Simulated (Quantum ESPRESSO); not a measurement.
Rh4Al2InIr, input and log of a self-consistent run

Computed values, not a measurement. The program is pw.x of Quantum ESPRESSO 7.5 (plane-wave density functional theory). The cell is made up: eight metal atoms on a face-centred cubic lattice, with elements, volume, strain and displacements drawn at random and not relaxed, so it may be unstable or far from any real phase. PseudoDojo standard norm-conserving files set the functional (PBE unless stated); there is no spin polarisation or spin-orbit coupling, the Fermi-Dirac width of 0.25 eV means electrons at about 2900 K, and the masses in the input are unused placeholders. Heavy elements are run without spin-orbit coupling, which real alloys of them have. A spin test at this wide smearing found no moment, but such smearing suppresses magnetism that the real alloy may have.

Input:

```
&control calculation='scf', pseudo_dir='./dojo.nc.sr.pbe.v0_5.standard.upf', outdir='./o', disk_io='minimal', tprnfor=.true., tstress=.true. /
&system ibrav=0, nat=8, ntyp=4, nbnd=66, ecutwfc=87.97787729, nosym=.true., tot_charge=0,
 occupations='smearing', smearing='fd', degauss=0.0183746611
/
&electrons conv_thr=1.470e-08, electron_maxstep=70, mixing_beta=0.5 /
ATOMIC_SPECIES
Al 1.0 Al.upf
In 1.0 In.upf
Ir 1.0 Ir.upf
Rh 1.0 Rh.upf
CELL_PARAMETERS angstrom
-0.0124 1.9232 1.9598
-0.0506 3.8559 -3.9291
-7.6583 -1.8526 1.9388
ATOMIC_POSITIONS angstrom
Rh -0.0099 -0.0104 -0.0688
Rh -3.8568 0.1215 0.0322
Al -0.0532 2.0044 -2.0255
In -3.9148 1.9802 -1.9592
Ir -5.8234 0.0218 1.8952
Al -1.8536 1.919 -0.0006
Rh -5.7516 2.0914 -0.1133
Rh -2.0045 3.9413 -2.0342
K_POINTS automatic
8 5 3 1 1 1
```

The log is shortened where brackets say so; the opening notice, blank lines, dates and the lines on written files are dropped, and the path of the files is cut. It prints rydbergs, bohrs and kilobars, and counts compression as positive stress. Its total energy is the free energy E - TS of the whole cell.

```
     Program PWSCF v.7.5
     Parallel version (MPI & OpenMP), running on       4 processor cores
     Number of MPI processes:                 4
     Threads/MPI process:                     1
     [start-up lines left out]
     bravais-lattice index     =            0
     lattice parameter (alat)  =       5.1889  a.u.
     unit-cell volume          =     783.5603 (a.u.)^3
     number of atoms/cell      =            8
     number of atomic types    =            4
     number of electrons       =       104.00
     number of Kohn-Sham states=           66
     kinetic-energy cutoff     =      87.9779  Ry
     charge density cutoff     =     351.9115  Ry
     scf convergence threshold =      1.5E-08
     mixing beta               =       0.5000
     number of iterations used =            8  plain     mixing
     Exchange-correlation= PBE
                           (   1   4   3   4   0   0   0)
     [axes and pseudopotential details left out]
   Cartesian axes
     site n.     atom                  positions (alat units)
         1        Rh     tau(   1) = (  -0.0036054  -0.0037875  -0.0250560  )
         2        Rh     tau(   2) = (  -1.4045946   0.0442487   0.0117268  )
         3        Al     tau(   3) = (  -0.0193747   0.7299755  -0.7376598  )
         4        In     tau(   4) = (  -1.4257175   0.7211622  -0.7135143  )
         5        Ir     tau(   5) = (  -2.1208039   0.0079393   0.6902063  )
         6        Al     tau(   6) = (  -0.6750562   0.6988740  -0.0002185  )
         7        Rh     tau(   7) = (  -2.0946553   0.7616597  -0.0412623  )
         8        Rh     tau(   8) = (  -0.7300119   1.4353684  -0.7408283  )
     number of k points=    60  Fermi-Dirac smearing, width (Ry)=  0.0184
                       cart. coord. in units 2pi/alat
        k(    1) = (  -0.0766801   0.0794724   0.0090944), wk =   0.0333333
        k(    2) = (   0.1615884   0.0818039   0.0083140), wk =   0.0333333
     [further k points left out]
     Dense  grid:    87395 G-vectors     FFT dimensions: (  32,  64,  96)
     Estimated max dynamical RAM per process >     319.50 MB
     Estimated total dynamical RAM >       1.19 GB
     Initial potential from superposition of free atoms
     starting charge     103.9885, renormalised to     104.0000
     Starting wfcs are   67 randomized atomic wfcs
     total cpu time spent up to now is        4.7 secs
     per-process dynamical memory:   254.6 Mb
     Self-consistent Calculation
     iteration #  1     ecut=    87.98 Ry     beta= 0.50
     Davidson diagonalization with overlap
     ethr =  1.00E-02,  avg # of iterations =  6.2
     total cpu time spent up to now is       16.4 secs
     total energy              =   -1310.44185632 Ry
     estimated scf accuracy    <       1.09839894 Ry
     iteration #  2     ecut=    87.98 Ry     beta= 0.50
     Davidson diagonalization with overlap
     ethr =  1.06E-03,  avg # of iterations =  2.9
     total cpu time spent up to now is       27.2 secs
     total energy              =   -1309.53003578 Ry
     estimated scf accuracy    <      17.65350952 Ry
     iteration #  3     ecut=    87.98 Ry     beta= 0.50
     Davidson diagonalization with overlap
     ethr =  1.06E-03,  avg # of iterations =  2.1
     total cpu time spent up to now is       37.4 secs
     total energy              =   -1310.67994830 Ry
     estimated scf accuracy    <       3.60810924 Ry
     iteration #  4     ecut=    87.98 Ry     beta= 0.50
     Davidson diagonalization with overlap
     ethr =  1.06E-03,  avg # of iterations =  1.6
     total cpu time spent up to now is       45.7 secs
     total energy              =   -1310.89089631 Ry
     estimated scf accuracy    <       1.25022345 Ry
     iteration #  5     ecut=    87.98 Ry     beta= 0.50
     Davidson diagonalization with overlap
     ethr =  1.06E-03,  avg # of iterations =  1.0
     total cpu time spent up to now is       53.7 secs
     total energy              =   -1310.95303375 Ry
     estimated scf accuracy    <       0.24556127 Ry
     [iterations 6 to 11 left out]
     iteration # 12     ecut=    87.98 Ry     beta= 0.50
     Davidson diagonalization with overlap
     ethr =  6.85E-09,  avg # of iterations =  2.0
     total cpu time spent up to now is      115.8 secs
     total energy              =   -1310.98187430 Ry
     estimated scf accuracy    <       0.00000103 Ry
     iteration # 13     ecut=    87.98 Ry     beta= 0.50
     Davidson diagonalization with overlap
     ethr =  9.90E-10,  avg # of iterations =  2.2
     total cpu time spent up to now is      125.1 secs
     total energy              =   -1310.98187441 Ry
     estimated scf accuracy    <       0.00000033 Ry
     iteration # 14     ecut=    87.98 Ry     beta= 0.50
     Davidson diagonalization with overlap
     ethr =  3.17E-10,  avg # of iterations =  2.2
     total cpu time spent up to now is      133.9 secs
     total energy              =   -1310.98187441 Ry
     estimated scf accuracy    <       0.00000119 Ry
     iteration # 15     ecut=    87.98 Ry     beta= 0.50
     Davidson diagonalization with overlap
     ethr =  3.17E-10,  avg # of iterations =  1.2
     total cpu time spent up to now is      142.0 secs
     total energy              =   -1310.98187447 Ry
     estimated scf accuracy    <       0.00000019 Ry
     iteration # 16     ecut=    87.98 Ry     beta= 0.50
     Davidson diagonalization with overlap
     ethr =  1.82E-10,  avg # of iterations =  1.0
     total cpu time spent up to now is      150.0 secs
     End of self-consistent calculation
     [lines on levels left out]
!    total energy              =   -1310.98187448 Ry
     estimated scf accuracy    <       0.00000001 Ry
     smearing contrib. (-TS)   =      -0.09690811 Ry
     internal energy E=F+TS    =   -1310.88496637 Ry
     The total energy is F=E-TS. E is the sum of the following terms:
     one-electron contribution =    -523.03677094 Ry
     hartree contribution      =     331.43785526 Ry
     xc contribution           =    -240.07429812 Ry
     ewald contribution        =    -879.21175256 Ry
     convergence has been achieved in  16 iterations
     Forces acting on atoms (cartesian axes, Ry/au):
     atom    1 type  4   force =    -0.01622650    0.02845353   -0.01543007
     atom    2 type  4   force =     0.00318339    0.00898638   -0.03312823
     atom    3 type  1   force =     0.04674151    0.01590300   -0.01749888
     atom    4 type  2   force =     0.04271620    0.02179783   -0.02926584
     atom    5 type  3   force =    -0.03542884    0.07349857   -0.04885081
     atom    6 type  1   force =    -0.00133493   -0.03363507    0.03319321
     atom    7 type  4   force =    -0.06865395   -0.06894822    0.06392366
     atom    8 type  4   force =     0.02900312   -0.04605601    0.04705696
     Total force =     0.195980     Total SCF correction =     0.000360
     Computing stress (Cartesian axis) and pressure
          total   stress  (Ry/bohr**3)                   (kbar)     P=       97.06
   0.00061520   0.00018334  -0.00013640           90.50       26.97      -20.07
   0.00018334   0.00075417   0.00038342           26.97      110.94       56.40
  -0.00013640   0.00038342   0.00061008          -20.07       56.40       89.75
     init_run     :      4.55s CPU      4.66s WALL (       1 calls)
     electrons    :    144.96s CPU    145.26s WALL (       1 calls)
     forces       :      1.25s CPU      1.26s WALL (       1 calls)
     stress       :      4.28s CPU      4.29s WALL (       1 calls)
     [timing details left out]
     PWSCF        :   2m35.11s CPU   2m35.58s WALL
     JOB DONE.
```

In other units: free energy -17836.817 eV for the cell, pressure 9.71 GPa, largest force component 1.890 eV/Å in size. The run took 157 s of wall time with four MPI processes on a shared machine (AMD EPYC, Zen 5, virtual cores), so the time is rough. A rerun of this cell at a higher cutoff and on a denser mesh moved values by no more than 0.003 eV in energy, 0.12 GPa in stress and 0.006 eV/Å in force, and a second program with other atomic files agreed on that cell to 2 % rms in force and 0.5 GPa in pressure.